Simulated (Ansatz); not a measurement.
**Data sheet: Eu (DFT)**

Eu:
```yaml
crystal:
  lattice:
    - [3.97574, 0.00000, 0.00000]
    - [-1.98787, 3.44309, 0.00000]
    - [0.00000, 0.00000, 6.28279]
  atoms:
    - { symbol: Eu, position: [0.66667, 0.33333, 0.75000] }
    - { symbol: Eu, position: [0.33333, 0.66667, 0.25000] }
```
The run is spin-polarised; directions of the spins, atom by atom: ↑ ↑.

Space group P6_3/mmc (No. 194), hcp (Mg type); conventional cell a = b = 3.9757 Å, c = 6.2828 Å, α = β = 90.00°, γ = 120.00°.

Method: r²SCAN in the plane-wave PAW code Ansatz. The cell and atoms are relaxed at this level. Other levels are named where they apply.

**Cell and energy**

```json
{
  "volume_per_atom": "43.00 Å³",
  "density": "5.87 g/cm³"
}
```

**Electronic structure**

```json
{
 "electronic_character": "metallic (no gap)",
 "Density of states at the Fermi level": "1.9 states/eV per atom (mean over ±0.08 eV)"
}
```

**Magnetism**

```json
{
  "magnetic_order": "ferromagnetic",
  "net_moment": "8.18 μB per atom"
}
```

The first step of the workflow began from a Materials Project structure, measured or hypothetical; the Crystallography Open Database copy checked does not list it. It is not the phase usual at ambient conditions (space group No. 229). The cell was relaxed with r²SCAN under the symmetry of its start; whether a distortion lowers the energy is not shown. The final state is ferromagnetic, chosen from 2 collinear starts compared on coarse meshes (ties went to the first, and starts can fall back to one state), not a proven ground state. Caveat: open 4f shells can settle in a state that is not the lowest. Other orbital occupations within this spin state were not tried. No Hubbard U is applied. Axis ratios of metals converge slowly with the k-mesh, so a and c are less sure than the volume. Scalar-relativistic: spin–orbit coupling is off unless named, which matters more the heavier the elements.

Potentials: the later of the program's two PAW sets.
